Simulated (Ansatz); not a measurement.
An element in the fcc structure gives these cold pressures by all-electron LAPW under PBEsol (Ansatz 0.2.0, scalar-relativistic, no spin polarisation).

```
V (Å³/atom)  P (GPa)
      16.19    -0.03
      15.22     5.75
      14.25    13.82
      12.95     29.8
      11.66     54.8
      10.36     94.6
       8.90    171.1
       7.28    337.0
```

Which element is it?

Al. Its zero-pressure volume in this structure is near 16.2 Å³/atom; the volume and the steepness of P(V) together point to it, though neighbours can come close. Neighbours weren't tried against these numbers.
